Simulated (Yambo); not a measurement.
GeTe (space group R3m, No. 160); a = b = c = 4.4028 Å, α = β = γ = 56.81°. With the G0W0 scissor the direct gap on the mesh is 1.06 eV. Axes are Cartesian, with cell vectors (Å) (2.09, 1.21, 3.68), (-2.09, 1.21, 3.68), (0.00, -2.42, 3.68).

Problem. Can the lowest exciton of this BSE run be trusted, and with what binding energy? (Yambo, LDA bands; 6×6×6 mesh, 4 valence and 6 conduction bands, static screening with 34 bands and a 4 Ry block, scissor 0.28 eV, Tamm-Dancoff.)

Solution. No. The lowest state covers only about 3 of the 216 k points, so the mesh doesn't resolve it: its energy and its distance from the direct gap are mesh artefacts. An extended exciton needs a far denser mesh. The scissor comes from a G0W0 run whose convergence isn't established. Spin-orbit coupling is left out, which matters for elements this heavy: edges can move by tenths of an eV.

The standard potentials for Ge, Te keep a d shell in the valence without the s and p states of that shell. In tests on such compounds this moved G0W0 gaps by up to about 0.9 eV, so absolute quasiparticle energies here are unreliable; differences between settings are what counts.

Geometry of the Materials Project entry, not relaxed at this level.

The distance between layers or molecules is the database entry's, not relaxed here. Functionals without dispersion can leave it too large, which widens gaps and weakens the response across layers: the numbers belong to this cell.
